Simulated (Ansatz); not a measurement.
Ansatz input file:

```yaml
crystal:
  lattice:
    - [-1.7019128299, 2.5306333023, 1.8703766422]
    - [1.7019128299, -2.5306333023, 1.8703766422]
    - [1.7019128299, 2.5306333023, -1.8703766422]
  atoms:
    - { symbol: P, position: [0.80330911, 0.05330911, 0.75] }
    - { symbol: P, position: [0.19669089, 0.94669089, 0.25] }
basis:
  ecutwfc: 420
kpoints:
  mp_grid: { grid: [16, 16, 16] }
hamiltonian:
  xc: lda
scf:
  occupations: { method: gaussian, width: 0.1 }
output:
  forces: true
  stress: true
  eigenvalues: true
```

Run as
```bash
ansatz run input.yaml --threads 1 --pin off --max-ram 1331MiB --backend cpu --events-out ev --progress --plain --runs-dir out
```

Method: DFT LDA, scalar-relativistic, plane waves, PAW in Ansatz.

From the run's log, abridged:

```
Pseudopotentials: kind: paw
Pseudopotential: P, paw, valence charge 5, recommended cutoff 420 eV (normal)
Functional definition: SPW92
Crystal: 2 atoms, lattice volume = 32.222 Å³
Basis set: ecut = 420 eV, 619 PW (Γ)
Bands: 9, of which v1, the nominal top of the filled ones, is band 5 counted from 1 (4 counted from 0)
Symmetry: 8 space group operations
Space group: Imma (ITA 74), of the structure as read, at distance tolerance 3.2e-5 Å
k-points: 621 of 4096
Initial density: superposition of atomic densities (neutral atoms: chi_scale 0, normalization atom), corrected by the library's trained network
Initial wavefunctions: pseudopotential atomic-orbital guess
Functional: x = slater, c = lda
SCF iter   1: F=—  HF=-1451.958799 eV  |F-HF|=—  |Δ(HF+E_count)|=         —  Δρ=5.11e-3  dr2=6.44e-3  ethr=1.77e-3  ⟨swp⟩=6.3  Hψ=49185  notcnv=0
SCF iter   2: F=—  HF=-1451.956534 eV  |F-HF|=—  |Δ(HF+E_count)|=   2.26e-3  Δρ=2.84e-3  dr2=2.17e-3  ethr=6.44e-5  ⟨swp⟩=1.9  Hψ=12294  notcnv=0
SCF iter   3: F=—  HF=-1451.955705 eV  |F-HF|=—  |Δ(HF+E_count)|=   8.29e-4  Δρ=5.23e-4  dr2=1.27e-4  ethr=2.17e-5  ⟨swp⟩=2.3  Hψ=8708  notcnv=0
SCF iter   4: F=—  HF=-1451.955652 eV  |F-HF|=—  |Δ(HF+E_count)|=   5.28e-5  Δρ=1.36e-4  dr2=4.37e-6  ethr=1.27e-6  ⟨swp⟩=2.5  Hψ=8485  notcnv=0
SCF iter   5: F=—  HF=-1451.955648 eV  |F-HF|=—  |Δ(HF+E_count)|=   4.42e-6  Δρ=3.82e-5  dr2=6.68e-7  ethr=4.37e-8  ⟨swp⟩=2.0  Hψ=8601  notcnv=0
SCF iter   6: F=-1451.955648 eV  HF=-1451.955648 eV  |F-HF|=3.34e-8  |Δ(HF+E_count)|=   2.56e-7  Δρ=1.08e-5  dr2=4.59e-8  ethr=1.00e-9  ⟨swp⟩=5.5  Hψ=35036  notcnv=0
SCF 1 converged in 6 iterations: F = -1451.955648 eV  dr2 = 4.59e-8
SCF converged after 6 iterations
Free energy (F): -1451.955648 eV
Harris-Foulkes:  -1451.955648 eV  (|F-HF|=3.34e-8)
Internal energy: -1451.954873 eV  (E = F + TS)
E sigma→0 (E₀):  -1451.955261 eV
Entropy (-TS):   -0.000774 eV (-0.387 meV/atom)
Fermi energy:    9.796024 eV
--- Per-component energies (eV) ---
  E_band       = 28.256792
  E_kinetic    = 141.221179
  E_local      = -76.796689  (includes V_loc(G=0)·N_el)
  E_nonlocal   = 70.024944
  E_hartree    = 16.308653
  E_xc         = -122.746368
  E_vxc        = -122.316432  (∫ρ·V_xc dr)
  E_paw        = -1079.926242  (= ΣΔE_a)
  E_vpaw       = -16.492799  (= ΣTr[D̂ρ^β])
  E_aug_tail   = 0.000007  (compensation charges beyond the density's cutoff)
  E_ewald      = -400.275060
  E_core_change = 0.234703  (= ΣΔE_core)
  E_smearing   = -0.000774  (= −TS)
--- Forces (eV/Å), atoms counted from 1 ---
  atom   1  P      0.00000000     0.00000000    -0.18544032
  atom   2  P      0.00000000     0.00000000     0.18544032
--- Stress (GPa, compression-positive) ---
       -3.507445       0.000000       0.000000
        0.000000      -4.354506       0.000000
        0.000000       0.000000      -3.614374
  P = ⅓ Tr σ = -3.8254 GPa (-38.254 kbar)
--- Band table (eV; the first three rows and the last of 621) ---
  k-point 0: bands = ["-6.4119", "6.5610", "6.7348", "6.9762", "7.6476", "11.2171", "12.0951", "13.8234", "14.9494"]
  k-point 1: bands = ["-6.3472", "5.8236", "6.7077", "7.1515", "7.9249", "11.2483", "12.3170", "13.5507", "14.8434"]
  k-point 2: bands = ["-6.1533", "4.6947", "6.6391", "7.0523", "8.3890", "11.2817", "12.7477", "12.9127", "14.4689"]
  k-point 620: bands = ["-3.0864", "1.5061", "1.9386", "4.6280", "4.7732", "9.9318", "16.1707", "17.9986", "18.1702"]
```

The calculation finished and met its thresholds.